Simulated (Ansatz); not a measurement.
ZnCu₂SnSe₄ (kesterite type, space group I-4)

```
CELL_PARAMETERS angstrom
     -2.84961     2.84961     5.69125
      2.84961    -2.84961     5.69125
      2.84961     2.84961    -5.69125
ATOMIC_POSITIONS crystal
  Cu 0.00000 0.00000 0.00000
  Cu 0.75000 0.25000 0.50000
  Zn 0.25000 0.75000 0.50000
  Sn 0.50000 0.50000 0.00000
  Se 0.63688 0.62917 0.52591
  Se 0.10326 0.11097 0.47409
  Se 0.37083 0.89674 0.00771
  Se 0.88903 0.36312 0.99229
```

The slice is a (100) plane (indices of the conventional cell) through the point (0.371, 0.897, 0.008) (fractional), spanned by u = [101] and v = [110] in vectors of this cell: u (5.70 Å) and v (11.38 Å, at 90° to u). It covers one period; positions are fractions (u, v).

Method: r2SCAN (plane waves to 500 eV, PAW, scalar-relativistic; Ansatz, a program for electronic structure). k mesh 8×8×8. Inside the PAW spheres the values are not all-electron values, and peaks at nuclei hang on which shells count as valence. ZnCu2SnSe4 is run without spin polarisation. ZnCu2SnSe4 was relaxed with its symmetry unable to fall.

Q: Sketch the electrostatic potential energy of an electron, from the cell's mean on this plane as a map.

A: 
```
v \ u  0.00  0.12  0.25  0.38  0.50  0.62  0.75  0.88
-----  ----  ----  ----  ----  ----  ----  ----  ----
0.88    4.1   3.6   2.5   3.7   4.8   5.0   4.4   4.8
0.75    6.2   5.5   4.6     x     x     x   3.0   6.3
0.62    4.6   3.9   3.1   4.0   3.3   4.2   5.3   5.5
0.50      x     x   3.5   6.1   6.1   5.7   4.6     x
0.38    3.8   5.2   5.5   5.4   4.6   2.5  -0.3   1.9
0.25    6.0   6.4   4.4     x     x     x   3.9   5.2
0.12    4.4   5.0   4.3   4.0   3.4   4.7   4.6   4.5
0.00      x     x   4.2   5.9   6.2   6.2   4.4     x
```

Values: electrostatic potential energy of an electron, from the cell's mean, in eV. Points within 1 Å of a nucleus are blanked (x), as the pseudised field means little there. Values under -2 eV are set to -2. The zero, the cell's mean, hangs on the PAW cores.
